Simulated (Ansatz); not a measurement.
Relaxed TiSi$_{2}$ (C49 type, space group Cmcm):

```
CELL_PARAMETERS angstrom
      1.76330    -6.75838     0.00000
      1.76330     6.75838     0.00000
      0.00000     0.00000     3.56518
ATOMIC_POSITIONS crystal
  Si 0.94167 0.05833 0.75000
  Si 0.05833 0.94167 0.25000
  Si 0.25029 0.74971 0.75000
  Si 0.74971 0.25029 0.25000
  Ti 0.60320 0.39680 0.75000
  Ti 0.39680 0.60320 0.25000
```

Scan: atom 2 (Si, nearest neighbour Si at 2.380 Å; its periodic images, 3.5 Å or more away, move with it) is displaced along Cartesian x, direction (1.000, 0.000, 0.000) in Cartesian axes, by s. The other atoms stay.

Method: r2SCAN (plane waves to 500 eV, PAW, scalar-relativistic; Ansatz, a first-principles code). k mesh 11×11×11 (Γ-centred), Fermi-Dirac smearing 0.05 eV. E stands for the smeared free energy. With partly filled bands, energies and forces of such displacements shift with the k mesh and the smearing. This is one of several known forms of TiSi2; the measured ambient cells at hand have space group No. 70. TiSi2 is run without spin polarisation. TiSi2 was relaxed with its symmetry unable to fall. ΔE is measured from the undisplaced structure. The last digit holds for this mesh only.

```tsv
s (Å)	ΔE (meV/cell)
-0.240	271.4
-0.192	withheld
-0.144	97.8
-0.096	43.5
-0.048	10.9
0.000	0.0
0.048	10.9
0.096	43.5
0.144	97.8
0.192	withheld
0.240	271.4
```

Problem. Fit an even polynomial form (powers 2, 4) to the given rows and predict ΔE at s = 0.192.

Solution. Least squares on the 9 given rows: ΔE = (4720)·s² + (-141.7)·s⁴, in meV/cell with s in Å; root-mean-square residual 0.01 meV/cell. At 0.192 the fit gives 173.8 meV/cell; the calculation gives 173.8 meV/cell, the same to the digits shown. The quadratic term alone would give 174.0 meV/cell.

(A displaced cell: forces are minus the slopes of the energy, force constants its curvatures, and phonons follow from these.)
